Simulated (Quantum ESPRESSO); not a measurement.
## Ru2MgTa2Sn2Al (finding a planted mistake in a log)

A calculation, not a measurement. The program is pw.x of Quantum ESPRESSO 7.5 (plane-wave density functional theory). The cell is made up: eight metal atoms on a face-centred cubic lattice, with elements, volume, strain and displacements drawn at random and not relaxed, so it may be unstable or far from any real phase. PseudoDojo standard norm-conserving files set the functional (PBE unless stated); there is no spin polarisation or spin-orbit coupling, the Fermi-Dirac width of 0.25 eV means electrons at about 2900 K, and the masses in the input are unused placeholders. The tin pseudopotential is less sure than most, with forces differing by about three percent from a second method on plain tin. Heavy elements are run without spin-orbit coupling, which real alloys of them have. A spin test at this wide smearing found no moment, but such smearing suppresses magnetism that the real alloy may have.

Intended input:

```
&control calculation='scf', pseudo_dir='./dojo.nc.sr.pbe.v0_5.standard.upf', outdir='./o', disk_io='minimal', tprnfor=.true., tstress=.true. /
&system ibrav=0, nat=8, ntyp=5, nbnd=63, ecutwfc=84.00895049, nosym=.true., tot_charge=0,
 occupations='smearing', smearing='fd', degauss=0.0183746611
/
&electrons conv_thr=1.470e-08, electron_maxstep=70, mixing_beta=0.5 /
ATOMIC_SPECIES
Al 1.0 Al.upf
Mg 1.0 Mg.upf
Ru 1.0 Ru.upf
Sn 1.0 Sn.upf
Ta 1.0 Ta.upf
CELL_PARAMETERS angstrom
0.0 2.1613 2.1613
-4.3227 0.0 0.0
0.0 -8.6453 8.6453
ATOMIC_POSITIONS angstrom
Ru 0.1402 -0.1241 0.0125
Mg -0.0232 -2.2198 2.0833
Ta -0.0054 -4.2748 4.4135
Ru -0.0981 -6.477 6.5712
Sn -2.1389 -0.0028 2.2985
Al -2.1482 -2.2154 4.3578
Sn -2.0999 -4.4348 6.543
Ta -2.1655 -6.4975 8.619
K_POINTS automatic
8 5 2 1 1 1
```

The log is shortened where brackets say so; the opening notice, blank lines, dates and the lines on written files are dropped, and the path of the files is cut. It prints rydbergs, bohrs and kilobars, and counts compression as positive stress. Its total energy is the free energy E - TS of the whole cell.

Log of the intended run:

```
     Program PWSCF v.7.5
     Parallel version (MPI & OpenMP), running on       4 processor cores
     Number of MPI processes:                 4
     Threads/MPI process:                     1
     [start-up lines left out]
     bravais-lattice index     =            0
     lattice parameter (alat)  =       5.7760  a.u.
     unit-cell volume          =    1090.1263 (a.u.)^3
     number of atoms/cell      =            8
     number of atomic types    =            5
     number of electrons       =        99.00
     number of Kohn-Sham states=           63
     kinetic-energy cutoff     =      84.0090  Ry
     charge density cutoff     =     336.0358  Ry
     scf convergence threshold =      1.5E-08
     mixing beta               =       0.5000
     number of iterations used =            8  plain     mixing
     Exchange-correlation= PBE
                           (   1   4   3   4   0   0   0)
     [axes and pseudopotential details left out]
   Cartesian axes
     site n.     atom                  positions (alat units)
         1        Ru     tau(   1) = (   0.0458689  -0.0406015   0.0040896  )
         2        Mg     tau(   2) = (  -0.0075903  -0.7262461   0.6815877  )
         3        Ta     tau(   3) = (  -0.0017667  -1.3985750   1.4439531  )
         4        Ru     tau(   4) = (  -0.0320951  -2.1190629   2.1498821  )
         5        Sn     tau(   5) = (  -0.6997782  -0.0009161   0.7519941  )
         6        Al     tau(   6) = (  -0.7028209  -0.7248065   1.4257299  )
         7        Sn     tau(   7) = (  -0.6870187  -1.4509217   2.1406559  )
         8        Ta     tau(   8) = (  -0.7084809  -2.1257698   2.8198553  )
     number of k points=    40  Fermi-Dirac smearing, width (Ry)=  0.0184
                       cart. coord. in units 2pi/alat
        k(    1) = (  -0.0707090   0.0000005   0.0883878), wk =   0.0500000
        k(    2) = (  -0.0707090   0.0883878   0.0000005), wk =   0.0500000
     [further k points left out]
     Dense  grid:   113273 G-vectors     FFT dimensions: (  36,  48, 135)
     Estimated max dynamical RAM per process >     334.92 MB
     Estimated total dynamical RAM >       1.23 GB
     Initial potential from superposition of free atoms
     starting charge      98.9903, renormalised to      99.0000
     Starting wfcs are   67 randomized atomic wfcs
     total cpu time spent up to now is        5.3 secs
     per-process dynamical memory:   246.3 Mb
     Self-consistent Calculation
     iteration #  1     ecut=    84.01 Ry     beta= 0.50
     Davidson diagonalization with overlap
     ethr =  1.00E-02,  avg # of iterations =  4.5
     Threshold (ethr) on eigenvalues was too large:
     Diagonalizing with lowered threshold
     Davidson diagonalization with overlap
     ethr =  6.21E-04,  avg # of iterations =  2.2
     total cpu time spent up to now is       26.3 secs
     total energy              =   -1103.02608975 Ry
     estimated scf accuracy    <       0.66679656 Ry
     iteration #  2     ecut=    84.01 Ry     beta= 0.50
     Davidson diagonalization with overlap
     ethr =  6.74E-04,  avg # of iterations =  6.0
     total cpu time spent up to now is       38.9 secs
     total energy              =   -1102.17495014 Ry
     estimated scf accuracy    <      21.29116795 Ry
     [iterations 3 to 13 left out]
     iteration # 14     ecut=    84.01 Ry     beta= 0.50
     Davidson diagonalization with overlap
     ethr =  6.89E-11,  avg # of iterations =  1.6
     total cpu time spent up to now is      160.1 secs
     total energy              =   -1103.32082395 Ry
     estimated scf accuracy    <       0.00000006 Ry
     iteration # 15     ecut=    84.01 Ry     beta= 0.50
     Davidson diagonalization with overlap
     ethr =  5.84E-11,  avg # of iterations =  1.0
     total cpu time spent up to now is      168.0 secs
     End of self-consistent calculation
     [lines on levels left out]
!    total energy              =   -1103.32082395 Ry
     estimated scf accuracy    <          5.8E-09 Ry
     smearing contrib. (-TS)   =      -0.10239419 Ry
     internal energy E=F+TS    =   -1103.21842975 Ry
     The total energy is F=E-TS. E is the sum of the following terms:
     one-electron contribution =    -527.57484201 Ry
     hartree contribution      =     307.49103637 Ry
     xc contribution           =    -233.11643209 Ry
     ewald contribution        =    -650.01819203 Ry
     convergence has been achieved in  15 iterations
     Forces acting on atoms (cartesian axes, Ry/au):
     atom    1 type  3   force =    -0.00029166    0.02389469   -0.01818561
     atom    2 type  2   force =     0.00738625   -0.00648173    0.01955687
     atom    3 type  5   force =     0.00814872   -0.00544331   -0.00748288
     atom    4 type  3   force =     0.00811735   -0.01764017    0.01292689
     atom    5 type  4   force =    -0.00219629    0.03597355   -0.05389811
     atom    6 type  1   force =    -0.00297129   -0.01805283    0.02205424
     atom    7 type  4   force =    -0.01671994    0.00538426    0.00690198
     atom    8 type  5   force =    -0.00147314   -0.01763445    0.01812663
     Total force =     0.090000     Total SCF correction =     0.000284
     Computing stress (Cartesian axis) and pressure
          total   stress  (Ry/bohr**3)                   (kbar)     P=     -136.38
  -0.00117749  -0.00002929   0.00000064         -173.21       -4.31        0.09
  -0.00002929  -0.00081403   0.00016198           -4.31     -119.75       23.83
   0.00000064   0.00016198  -0.00078981            0.09       23.83     -116.19
     init_run     :      4.86s CPU      5.11s WALL (       1 calls)
     electrons    :    162.04s CPU    162.81s WALL (       1 calls)
     forces       :      1.90s CPU      1.92s WALL (       1 calls)
     stress       :      6.42s CPU      6.53s WALL (       1 calls)
     [timing details left out]
     PWSCF        :   2m55.37s CPU   2m56.58s WALL
     JOB DONE.
```

A second run was made from an input with one planted mistake. Its log:

```
     Program PWSCF v.7.5
     Parallel version (MPI & OpenMP), running on       4 processor cores
     Number of MPI processes:                 4
     Threads/MPI process:                     1
     [start-up lines left out]
     bravais-lattice index     =            0
     lattice parameter (alat)  =       5.7760  a.u.
     unit-cell volume          =    1090.1263 (a.u.)^3
     number of atoms/cell      =            8
     number of atomic types    =            5
     number of electrons       =        99.00
     number of Kohn-Sham states=           63
     kinetic-energy cutoff     =      84.0090  Ry
     charge density cutoff     =     336.0358  Ry
     scf convergence threshold =      1.5E-08
     mixing beta               =       0.5000
     number of iterations used =            8  plain     mixing
     Exchange-correlation= PBE
                           (   1   4   3   4   0   0   0)
     [axes and pseudopotential details left out]
   Cartesian axes
     site n.     atom                  positions (alat units)
         1        Ru     tau(   1) = (   0.0458689  -0.0406015   0.0040896  )
         2        Mg     tau(   2) = (  -0.0075903  -0.7262461   0.7404779  )
         3        Ta     tau(   3) = (  -0.0017667  -1.3985750   1.4439531  )
         4        Ru     tau(   4) = (  -0.0320951  -2.1190629   2.1498821  )
         5        Sn     tau(   5) = (  -0.6997782  -0.0009161   0.7519941  )
         6        Al     tau(   6) = (  -0.7028209  -0.7248065   1.4257299  )
         7        Sn     tau(   7) = (  -0.6870187  -1.4509217   2.1406559  )
         8        Ta     tau(   8) = (  -0.7084809  -2.1257698   2.8198553  )
     number of k points=    40  Fermi-Dirac smearing, width (Ry)=  0.0184
                       cart. coord. in units 2pi/alat
        k(    1) = (  -0.0707090   0.0000005   0.0883878), wk =   0.0500000
        k(    2) = (  -0.0707090   0.0883878   0.0000005), wk =   0.0500000
     [further k points left out]
     Dense  grid:   113273 G-vectors     FFT dimensions: (  36,  48, 135)
     Estimated max dynamical RAM per process >     334.92 MB
     Estimated total dynamical RAM >       1.23 GB
     Initial potential from superposition of free atoms
     starting charge      98.9903, renormalised to      99.0000
     Starting wfcs are   67 randomized atomic wfcs
     total cpu time spent up to now is        5.0 secs
     per-process dynamical memory:   238.4 Mb
     Self-consistent Calculation
     iteration #  1     ecut=    84.01 Ry     beta= 0.50
     Davidson diagonalization with overlap
     ethr =  1.00E-02,  avg # of iterations =  4.3
     Threshold (ethr) on eigenvalues was too large:
     Diagonalizing with lowered threshold
     Davidson diagonalization with overlap
     ethr =  7.05E-04,  avg # of iterations =  1.8
     total cpu time spent up to now is       22.6 secs
     total energy              =   -1102.96987432 Ry
     estimated scf accuracy    <       0.75146315 Ry
     iteration #  2     ecut=    84.01 Ry     beta= 0.50
     Davidson diagonalization with overlap
     ethr =  7.59E-04,  avg # of iterations =  5.9
     total cpu time spent up to now is       33.6 secs
     total energy              =   -1101.96028396 Ry
     estimated scf accuracy    <      27.51397885 Ry
     [iterations 3 to 15 left out]
     iteration # 16     ecut=    84.01 Ry     beta= 0.50
     Davidson diagonalization with overlap
     ethr =  1.06E-10,  avg # of iterations =  1.0
     total cpu time spent up to now is      154.0 secs
     total energy              =   -1103.32371477 Ry
     estimated scf accuracy    <       0.00000002 Ry
     iteration # 17     ecut=    84.01 Ry     beta= 0.50
     Davidson diagonalization with overlap
     ethr =  1.52E-11,  avg # of iterations =  1.0
     total cpu time spent up to now is      161.1 secs
     End of self-consistent calculation
     [lines on levels left out]
!    total energy              =   -1103.32371477 Ry
     estimated scf accuracy    <          4.2E-10 Ry
     smearing contrib. (-TS)   =      -0.10268821 Ry
     internal energy E=F+TS    =   -1103.22102656 Ry
     The total energy is F=E-TS. E is the sum of the following terms:
     one-electron contribution =    -518.09661675 Ry
     hartree contribution      =     302.76792699 Ry
     xc contribution           =    -233.11411618 Ry
     ewald contribution        =    -654.77822062 Ry
     convergence has been achieved in  17 iterations
     Forces acting on atoms (cartesian axes, Ry/au):
     atom    1 type  3   force =    -0.00035915    0.02272801   -0.01706829
     atom    2 type  2   force =     0.00650485    0.00281247   -0.00249473
     atom    3 type  5   force =     0.00830413   -0.01110866   -0.00243690
     atom    4 type  3   force =     0.00795885   -0.01822336    0.01356488
     atom    5 type  4   force =    -0.00054419    0.03486168   -0.04361408
     atom    6 type  1   force =    -0.00362730   -0.01837204    0.02660055
     atom    7 type  4   force =    -0.01670633    0.00546713    0.00678023
     atom    8 type  5   force =    -0.00153084   -0.01816523    0.01866834
     Total force =     0.082789     Total SCF correction =     0.000128
     Computing stress (Cartesian axis) and pressure
          total   stress  (Ry/bohr**3)                   (kbar)     P=     -137.60
  -0.00120865  -0.00002852  -0.00000470         -177.80       -4.20       -0.69
  -0.00002852  -0.00080165   0.00014726           -4.20     -117.93       21.66
  -0.00000470   0.00014726  -0.00079591           -0.69       21.66     -117.08
     init_run     :      3.97s CPU      4.16s WALL (       1 calls)
     electrons    :    155.50s CPU    156.17s WALL (       1 calls)
     forces       :      1.66s CPU      1.68s WALL (       1 calls)
     stress       :      5.66s CPU      5.78s WALL (       1 calls)
     [timing details left out]
     PWSCF        :   2m47.65s CPU   2m48.67s WALL
     JOB DONE.
```

Question: the log repeats what the program read. Compare it with the intended run: what was wrong in the second input?

Answer: one coordinate of one atom is wrong. The input lines that differ:

```
- Mg -0.0232 -2.2198 2.0833
+ Mg -0.0232 -2.2198 2.2633
```

```
                                            intended run  run with the mistake
                          free energy (eV)    -15011.445            -15011.484
         entropy term -TS, part of it (eV)        -1.393                -1.397
                            pressure (GPa)        -13.64                -13.76
size of the largest force component (eV/Å)         1.386                 1.121
largest change of a force component (eV/Å)                               0.567
                                iterations            15                    17
```

For scale, a rerun of the intended cell at a higher cutoff and on a denser mesh moved values by no more than 0.004 eV in energy, 0.06 GPa in stress and 0.014 eV/Å in force, and a second program with other atomic files agreed on that cell to 2 % rms in force and 0.5 GPa in pressure.